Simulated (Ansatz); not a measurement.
Values for one crystal, relaxed and computed with plane-wave PAW LDA (Ansatz code); other levels are named.

| Quantity | Result |
|---|---|
| Volume per atom | 23.86 Å³ |
| Band gap | 2.85 eV (indirect) |
| Debye temperature from the elastic constants | 186 K |
| Formation energy from the elements (no fitted shifts) | -1.00 eV/atom |
| Mechanical stability | stable (all eigenvalues of C positive) |
| Electron effective mass | 0.45, 0.66, 0.99 mₑ (principal values) |
| Elastic constants (relaxed ions, GPa) | C11 = 45.9, C22 = 52.5, C33 = 42.1, C12 = 29.3, C13 = 11.1, C23 = 23.6, C44 = 11.3, C55 = 3.9, C66 = 28.3 |

Question: Pick the material that matches.
(A) BP, Pnma (B on 4c, P on 4c)
(B) AgI, wurtzite
(C) SnS2, P6_3mc (Sn on 2b, S on 2b, S on 2a)
(D) SnCl2, Pnma (Sn on 4c, Cl on 4c, Cl on 4c)

Answer: D, SnCl2, Pnma (Sn on 4c, Cl on 4c, Cl on 4c)

The workflow started from a Materials Project entry (that database holds measured and hypothetical structures alike); the Crystallography Open Database files this formula in space group No. 62, but the cells were not matched. Its standing as an ambient phase is unchecked. Symmetry was held in the LDA relaxation; phonons on a q-mesh show no instability. A crystal of weakly bound chains computed without a dispersion correction: the cell and the soft elastic constants depend strongly on that. The references are the lowest solids computed at this level, not always the standard phases (solids in place of the gases). Scalar-relativistic: spin–orbit coupling is off unless named, which matters more the heavier the elements.

Potentials: the later of the program's two PAW sets.
